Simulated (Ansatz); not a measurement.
This run works on a generated trial structure, not on a known crystal.

Input and command of a plane-wave DFT calculation in Ansatz:

```yaml
crystal:
  lattice:
    - [4.41460704, 0.0, 0.0]
    - [-2.20730352, 3.82316184, 0.0]
    - [0.0, 0.0, 17.91948942]
  atoms:
    - { symbol: Mg, position: [0.0, 0.0, 0.83333333] }
    - { symbol: Mg, position: [0.0, 0.0, 0.16666667] }
    - { symbol: Mg, position: [0.0, 0.0, 0.0] }
    - { symbol: Mg, position: [0.0, 0.0, 0.33333333] }
    - { symbol: Mg, position: [0.0, 0.0, 0.66666667] }
    - { symbol: Ni, position: [0.0, 0.0, 0.5], spin: 2.0 }
    - { symbol: Te, position: [0.33333333, 0.66666667, 0.91666667] }
    - { symbol: Te, position: [0.33333333, 0.66666667, 0.25] }
    - { symbol: Te, position: [0.33333333, 0.66666667, 0.58333333] }
    - { symbol: Te, position: [0.66666667, 0.33333333, 0.08333333] }
    - { symbol: Te, position: [0.66666667, 0.33333333, 0.41666667] }
    - { symbol: Te, position: [0.66666667, 0.33333333, 0.75] }
basis:
  ecutwfc: 420
kpoints:
  mp_grid: { grid: [6, 6, 1] }
hamiltonian:
  xc: pbe
scf:
  occupations: { method: gaussian, width: 0.1 }
  lower_state_search: "off"
output:
  forces: true
  stress: true
  eigenvalues: true
  populations: true
magnetization:
  spin_polarized: true
relax:
  adjacent_minimum: "off"
  f_tol: 0.04
  max_steps: 70
  cell: { stress_tol: 0.4 }
```

```bash
ansatz run input.yaml --threads 1 --pin off --max-ram 2560MiB --backend cpu --events-out ev --progress --plain --runs-dir out
```

Processor: Intel(R) Xeon(R) Processor @ 2.50GHz (Skylake/Cascade Lake), 1 thread, on a host shared with other jobs.

Task: Estimate time, memory and problem size.

Result: About 7.4 min, peak memory 0.88 GiB. It solves 100 bands at 7 k points (after reduction by symmetry) with about 5881 plane waves (on the last cell), in 68 SCF iterations over 6 ionic steps.
